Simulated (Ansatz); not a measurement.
## BAs (F-43m): G0W0 and the band count and response cutoff

```
B As
1.0
     0.00000    2.38850    2.38850
     2.38850    0.00000    2.38850
     2.38850    2.38850    0.00000
B As
1 1
Direct
  0.00000 0.00000 0.00000
  0.25000 0.25000 0.25000
```

Held fixed (Ansatz):

| Item | Value |
| --- | --- |
| orbitals | PBE |
| datasets | soft PAW set, first generation |
| k mesh | 6×6×6 |
| frequencies | plasmon pole, fitted at the program's default frequency |
| q → 0 term | analytic weight of Carrier, Rohra and Görling |
| band sums | cut at the band count |
| spin-orbit coupling | off |

The gap is read from Γ to X, linearised, between the Kohn-Sham band edges among the points solved. The direct gap is read between the top filled and lowest empty Kohn-Sham band at Γ. ε∞ is the electronic dielectric constant on this mesh. Wave cutoffs: 420, 420, 420, 420 eV in the order of the series.

```
   bands, response cutoff  KS gap (eV)  G0W0 gap (eV)  direct at Γ (eV)    ε∞
133 empty bands, 113.3 eV         1.44           1.90              4.07  10.6
191 empty bands, 143.3 eV         1.44           1.94              4.10  10.6
  271 empty bands, 180 eV         1.44           1.97              4.11  10.6
  497 empty bands, 280 eV         1.44           2.00              4.12  10.6
```

From first to last the gap rises by 0.10 eV. The last step is +0.029 eV. If the gap goes as one over the count of all bands, the last two points leave +0.04 eV to the basis limit, a rough figure.

Soft PAW datasets can miss an all-electron G0W0 gap by more than 5 %. Band sums or response are cut, so the gap isn't at its basis limit. The gap is read among the points solved; the crystal's band edges can lie elsewhere. Meshes this coarse can overestimate the dielectric constant by a tenth and more.
